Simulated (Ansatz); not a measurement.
B2Ru in space group Pmmn (No. 59; B on 4e, Ru on 2a), plane-wave PAW PBE (Ansatz code), all energies at zero smearing, with the estimated change up to a 700 eV cutoff added, with one set of potentials and settings (totals compare only within such a set). Cell of 6 atoms (4 B, 2 Ru): -12382.779 eV.

```csv
element,reference phase,E (eV/atom)
B,"R-3m, 12 atoms in the cell",-155.9161
Ru,"P6_3/mmc, 2 atoms in the cell",-5878.6876
```

Formation energy per atom, worked out: (-12382.779 − 4×(-155.9161) − 2×(-5878.6876))/6 = -0.290 eV/atom (-28 kJ per mol of atoms), at 0 K, without zero-point energy or fitted corrections.

The first step of the workflow began from a Materials Project structure, measured or hypothetical; the Crystallography Open Database files this formula in space group No. 59, but the cells were not matched. Its standing as an ambient phase is unchecked. The cell was relaxed with PBE under the symmetry of its start; its stability against distortions is not shown here. No spin polarisation was allowed. The references are the lowest solids computed at this level, not always the standard phases.

Potentials: the later of the program's two PAW sets.
